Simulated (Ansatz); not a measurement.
CaO₂:
```
CaO2
1.0
   -1.60804     1.60804     3.23912
    1.60804    -1.60804     3.23912
    1.60804     1.60804    -3.23912
Ca O
1 2
Direct
  0.50000   0.50000   0.00000
  0.88686   0.88686   0.00000
  0.11314   0.11314   0.00000
```

This is the LDA-relaxed structure.

Q: All from LDA (plane waves, PAW; program Ansatz), unless another level is named. Predict the highest zone-centre frequency (without LO–TO term).

A: 960 cm⁻¹.

Q: And the bulk modulus (Birch–Murnaghan fit)?

A: 86.9 GPa.

Space group I4/mmm. The workflow started from a Materials Project entry (that database holds measured and hypothetical structures alike); the Crystallography Open Database copy checked does not list it. Its standing as an ambient phase is unchecked. The LDA relaxation kept the symmetry of its start. At this level the phase is dynamically unstable (imaginary phonons).

Potentials: the later of the program's two PAW sets.
